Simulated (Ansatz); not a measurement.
The start is a generated cell, Mo placed in the AFLOW prototype A_oC4_63_c (A20). The cell and all atomic positions are relaxed at zero pressure with r2SCAN (plane waves to 500 eV, PAW, scalar-relativistic; Ansatz, a program for electronic structure). The first steps use a coarse 14×14×7 k-mesh.

The start:
```
CELL_PARAMETERS angstrom
      1.29749    -2.67713     0.00000
      1.29749     2.67713     0.00000
      0.00000     0.00000     4.49915
ATOMIC_POSITIONS crystal
  Mo 0.89772 0.10228 0.25000
  Mo 0.10228 0.89772 0.75000
```

```yaml
initial_pressure: "+9.7 GPa (positive: the cell is compressed)"
largest_initial_force: 1.17 eV/Å, on Mo1, Mo2 (atoms numbered as listed)
outcome: The space group stays Cmcm (No. 63) (the run could not lower it); the end is AFLOW prototype A_oC4_63_c (A20), with 2 atoms in the primitive cell
energy_released: 0.15 eV/atom
volume_change: +1.9 %, from 15.63 to 15.92 Å³/atom
Shortest distances (start → end): "The closest pairs of elements (up to four, under 3.6 Å), start → end: Mo–Mo 2.50 → 2.56 Å"
band_gap_at_the_end: no gap (metallic)
optimiser_moves: 12
```

The end point of the relaxation:

```cif
data_Mo4
_chemical_formula_sum 'Mo4'
_space_group_name_H-M_alt 'Cmcm'
_space_group_IT_number 63
_space_group_name_Hall '-C 2c 2'
_cell_length_a 2.55697
_cell_length_b 5.37003
_cell_length_c 4.63851
_cell_angle_alpha 90.000
_cell_angle_beta 90.000
_cell_angle_gamma 90.000
loop_
_atom_site_label
_atom_site_type_symbol
_atom_site_symmetry_multiplicity
_atom_site_Wyckoff_symbol
_atom_site_fract_x
_atom_site_fract_y
_atom_site_fract_z
_atom_site_occupancy
Mo1 Mo 4 c 0.00000 0.14335 0.75000 1
```
(The calculation used a cell of 2 atoms; values per cell refer to that cell.)

Final values are on a 20×20×10 k-mesh of the relaxed cell. No spin polarisation in the result.

The run could not lose the symmetry of its start: the end is stationary, and may be a saddle point rather than a minimum.

The relaxed structure here is a generated cell of Mo: the first start was made by placing the elements on the sites of a structure type, and the end was not matched to a known phase here, so it may be hypothetical. Known forms of Mo include space group No. 229.
